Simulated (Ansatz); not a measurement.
Hf:
```cif
data_Hf2
_chemical_formula_sum 'Hf2'
_space_group_name_H-M_alt 'P 1'
_space_group_IT_number 1
_cell_length_a 3.12077
_cell_length_b 3.12077
_cell_length_c 4.93879
_cell_angle_alpha 90.000
_cell_angle_beta 90.000
_cell_angle_gamma 120.000
loop_
_space_group_symop_operation_xyz
  'x, y, z'
loop_
_atom_site_label
_atom_site_type_symbol
_atom_site_fract_x
_atom_site_fract_y
_atom_site_fract_z
_atom_site_occupancy
Hf1 Hf 0.33333 0.66667 0.25000 1
Hf2 Hf 0.66667 0.33333 0.75000 1
```

This is the LDA-relaxed structure.

Task: All from DFT-LDA in the program Ansatz with PAW potentials, unless another level is named. Give the Poisson's ratio.

Result: 0.32.

Task: What about the highest zone-centre frequency?

Result: 118 cm⁻¹.

Space group P6_3/mmc (hcp (Mg type)). Symmetry was held in the LDA relaxation; of distortions, only those at the zone centre were tested. No spin polarisation was allowed. As this level gives no gap, phonon frequencies hold no LO–TO term and depend on the k-mesh and smearing (Fermi–Dirac, 0.1 eV here). Scalar-relativistic: spin–orbit coupling is off unless named, which matters more the heavier the elements.

Potentials: the earlier of the program's two PAW sets.
